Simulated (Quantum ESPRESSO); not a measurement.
One change at a time to Ga5ReTa2

These are calculations, not measurements. They come from Quantum ESPRESSO 7.5, a public plane-wave density functional program. Each row is one single-point run on a made-up periodic cell of eight metal atoms, with elements, volume, strain and displacements drawn at random and not relaxed, so a cell may be unstable or far from any real phase. There is no spin polarisation or spin-orbit coupling.

Settings: PBE unless stated; PseudoDojo standard norm-conserving files; Fermi-Dirac width 0.25 eV, which means electrons at about 2900 K; cutoff 1143 eV; 5 x 5 x 5 k mesh shifted half a step off Gamma. E is the free energy of the whole cell (internal energy minus TS), so a -TS column is already part of it. Stress is positive in tension, and the pressure P is minus a third of its trace.

Checks: one run of this series was repeated at a higher cutoff and on a denser mesh, which moved values by no more than 0.002 eV, 0.04 GPa and 0.013 eV/Å, and a second program with other atomic files agreed on it to 2 % rms in force and 0.5 GPa in pressure. Known limits: heavy elements are run without spin-orbit coupling, which real alloys of them have; a spin test at this wide smearing found no moment, but such smearing suppresses magnetism that the real alloy may have.

The lattice is hexagonal close-packed, and the cell vectors in Å are (2.847, 0.053, 4.826); (2.899, -0.049, -4.858); (-2.869, 4.841, 0.069), a volume of 134.75 Å³ in run 1. The elements on sites 1 to 8 are Re Ga Ta Ta Ga Ga Ga Ga. Each later run makes one change to run 1 and keeps the rest. E is counted from run 1, and is n/a where other atomic files have another zero of energy.

| run | change | V (Å³) | P (GPa) | -TS (eV) | rms force (eV/Å) | largest change of a force component (eV/Å) | E (eV) |
|---|---|---|---|---|---|---|---|
| 1 | none | 134.75 | -3.77 | -1.032 | 0.424 | 0.000 | 0.000 |
| 2 | sites 4 and 6 exchanged | 134.75 | -3.37 | -1.035 | 0.440 | 0.809 | 0.110 |
| 3 | all lengths scaled by +0.95 % | 138.63 | -7.05 | -1.067 | 0.389 | 0.131 | ? |
| 4 | LDA in place of PBE | 134.75 | -13.17 | -1.044 | 0.381 | 0.200 | n/a |
| 5 | Pt on site 8 | 134.75 | -5.83 | -1.047 | 0.401 | 0.588 | n/a |
| 6 | site 3 moved by -0.07 Å along x | 134.75 | -3.43 | -1.037 | 0.542 | 0.692 | 0.107 |

## Worked estimate

Along a uniform scaling dE = -P dV. The mean of the two pressures is -5.410 GPa and the volume changes by 3.88 Å³, with 160.2 GPa to one eV/Å³. The same two rows give -V dP/dV = 116 GPa for this cell with clamped atoms, which is not the bulk modulus of a real alloy.

## Withheld value

Question: what E should run 3 give?

The estimate is 0.131 eV. The calculation gave 0.132 eV.
